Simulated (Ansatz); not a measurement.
Al$_{2}$O$_{3}$:
```yaml
crystal:
  lattice:
    - [2.37947, 1.37379, 4.33182]
    - [-2.37947, 1.37379, 4.33182]
    - [0.00000, -2.74757, 4.33182]
  atoms:
    - { symbol: Al, position: [0.35191, 0.35191, 0.35191] }
    - { symbol: Al, position: [0.14809, 0.14809, 0.14809] }
    - { symbol: Al, position: [0.64809, 0.64809, 0.64809] }
    - { symbol: Al, position: [0.85191, 0.85191, 0.85191] }
    - { symbol: O, position: [0.55636, 0.94364, 0.25000] }
    - { symbol: O, position: [0.25000, 0.55636, 0.94364] }
    - { symbol: O, position: [0.94364, 0.25000, 0.55636] }
    - { symbol: O, position: [0.44364, 0.05636, 0.75000] }
    - { symbol: O, position: [0.75000, 0.44364, 0.05636] }
    - { symbol: O, position: [0.05636, 0.75000, 0.44364] }
```

Cartesian axes are those of the cell as given.

Give the high-frequency dielectric tensor and the Born effective charge tensors of the independent atoms from DFPT, r²SCAN in the plane-wave PAW code Ansatz.


ε∞:
```
3.07  0.00  0.00
0.00  3.07  0.00
0.00  0.00  3.04
```
Z* of atom 1 (Al), rows: field, columns: displacement, in e:
```
 2.98  -0.03   0.00
 0.03   2.98   0.00
 0.00   0.00   2.95
```
Z* of atom 5 (O), rows: field, columns: displacement, in e:
```
-2.08   0.00   0.00
 0.00  -1.89   0.26
 0.00   0.35  -1.97
```

Static charges for comparison (Bader): Al1 +2.59, O5 -1.73 e. Born charges measure polarisation by displacement and can exceed these by far.

Space group R-3c (corundum). The r²SCAN relaxation kept the symmetry of its start; phonons on a q-mesh show no instability.

Potentials: the later of the program's two PAW sets.
